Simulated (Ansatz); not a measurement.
## How the vibrations of Mo$_{3}$N$_{4}$ change with volume

These are results of Ansatz, DFT PBE, scalar-relativistic, plane waves, PAW, not measurements. Settings: 420 eV plane-wave cutoff, Γ-centred 8×8×8 mesh, Fermi-Dirac smearing of 0.15 eV. No spin polarisation. Phonons by linear response, acoustic sum rule imposed.

Relaxed structure:
```
CELL_PARAMETERS angstrom
4.20368 0.00000 0.00000
0.00000 4.20368 0.00000
0.00000 0.00000 4.20368
ATOMIC_POSITIONS crystal
Mo 0.50000 0.50000 0.00000
Mo 0.00000 0.50000 0.50000
Mo 0.50000 0.00000 0.50000
N 0.50000 0.50000 0.50000
N 0.50000 0.00000 0.00000
N 0.00000 0.50000 0.00000
N 0.00000 0.00000 0.50000
```

Its imaginary modes show that this cell, built by swapping an element in a database structure, isn't a minimum of the energy. In a metal, frequencies depend on the k mesh and the smearing, soft modes most.

Cells at 0.98 and 1.02 times the equilibrium volume were relaxed in shape and atoms; γ = −d ln ν / d ln V, modes matched by rank.

Q: Give the optical frequencies at Γ (cm⁻¹) at the three volumes and the mode Grüneisen parameters.

A:
| 0.98 V | V | 1.02 V | γ | degeneracy |
| --- | --- | --- | --- | --- |
| 301i | 294i | 287i | – | 3 |
| 92i | 90i | 90i | – | 3 |
| 294 | 258 | 214 | 7.97 | 3 |
| 405 | 370 | 334 | 4.82 | 3 |
| 424 | 415 | 403 | 1.25 | 3 |
| 485 | 458 | 436 | 2.67 | 3 |

i marks imaginary modes: the cell is unstable against these displacements at all three volumes, and γ isn't given for them.

Q: What pressures hold the two strained cells, and what bulk modulus follows?

A: 6.65 GPa at 0.98 V and -5.95 GPa at 1.02 V, so B = −dP/d ln V ≈ 315 GPa.